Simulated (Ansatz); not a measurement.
CuSn (NiAs type, P6_3/mmc) under volume change, PBEsol in the plane-wave PAW code Ansatz, shape and atoms relaxed at each volume.

| V (Å³/atom) | E − E(relaxed) (meV/atom) | P (GPa) |
|---|---|---|
| 16.639 | … | … |
| 17.188 | … | … |
| 17.736 | 5.0 | 3.00 |
| 18.285 | 0.0 | 0.00 |
| 18.833 | 4.4 | -2.50 |
| 19.382 | 16.7 | -4.59 |
| 19.930 | 35.5 | -6.34 |

Question: Fill in the missing entries.

Answer: 
- 16.639, E − E(relaxed) (meV/atom): 51.3
- 16.639, P (GPa): 11.06
- 17.188, E − E(relaxed) (meV/atom): 21.3
- 17.188, P (GPa): 6.64

Question: What does a third-order Birch–Murnaghan fit give for V₀, B₀ and B′?

Answer: V₀ = 18.28 Å³/atom, B₀ = 91.7 GPa, B′ = 5.2.

The workflow started from a Materials Project entry (that database holds measured and hypothetical structures alike); the Crystallography Open Database files this formula in space group No. 194, but the cells were not matched. Its standing as an ambient phase is unchecked. The cell was relaxed with PBEsol under the symmetry of its start; its stability against distortions is not shown here. The run is not spin-polarised. Spin–orbit coupling is left out wherever it is not named.

Potentials: the later of the program's two PAW sets.
